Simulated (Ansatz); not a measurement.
## Data sheet: Ge2Pd (DFT)

Ge$_{2}$Pd:
```
CELL_PARAMETERS angstrom
     -3.05875     3.05875     2.77600
      3.05875    -3.05875     2.77600
      3.05875     3.05875    -2.77600
ATOMIC_POSITIONS crystal
  Ge 0.65124 0.15124 0.80247
  Ge 0.84876 0.65124 0.50000
  Ge 0.15124 0.34876 0.50000
  Ge 0.34876 0.84876 0.19753
  Pd 0.25000 0.25000 0.00000
  Pd 0.75000 0.75000 0.00000
```

Space group I4/mcm (No. 140); conventional cell a = 6.117 Å, b = 6.117 Å, c = 5.552 Å, α = 90.00°, β = 90.00°, γ = 90.00°.

Method: the program Ansatz at the PBE level (PAW). Geometry: relaxed at this level of theory. Other levels are named where they apply.

Cell and energy:

```
Item                                                          Result
-----------------------------------------------------  -------------
Volume per atom                                             17.31 Å³
Density                                                   8.05 g/cm³
Formation energy from the elements (no fitted shifts)  -0.18 eV/atom
```

Electronic structure:

```
Quantity                                                                    Result
------------------------------------  --------------------------------------------
Electronic character                                             metallic (no gap)
Density of states at the Fermi level  0.42 states/eV per atom (mean over ±0.08 eV)
```

Mechanics:

```
Property                              Value
----------------------------------  -------
Bulk modulus (Birch–Murnaghan fit)  101 GPa
Pressure derivative B′                  5.3
```

The cell is a constructed one: a structure type filled with these elements; neither database checked (COD, Materials Project) lists it. Its standing as an ambient phase is unchecked. Symmetry was held in the PBE relaxation; whether a distortion lowers the energy is not shown. No spin polarisation was allowed. The references are the lowest solids computed at this level, not always the standard phases. Scalar-relativistic: spin–orbit coupling is off unless named, which matters more the heavier the elements.

Potentials: the later of the program's two PAW sets.
